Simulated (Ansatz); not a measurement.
S (α-S8), relaxed with PBEsol (Ansatz, an electronic-structure program, plane waves, PAW): a = 10.614 Å, b = 12.962 Å, c = 24.297 Å, α = β = γ = 90.00°.

```
Property  Value
--------  -----
gap (eV)   1.99
```

**Question.** The same phase is relaxed and computed with r²SCAN in the same code. What are the cell and these values now?

**Answer.** a = 10.797 Å, b = 13.208 Å, c = 24.914 Å, α = β = γ = 90.00°.

- gap (eV) = 2.47

Weakly bound layers, chains or molecules computed without a dispersion correction, so cells and soft constants are ill determined: S, α-S8 with PBEsol; S, α-S8 with r²SCAN. All cells were relaxed under the symmetry of their starts (and spin orders); stability against distortions was not tested throughout.

Potentials: the later of the program's two PAW sets.

Ansatz is a plane-wave DFT program.
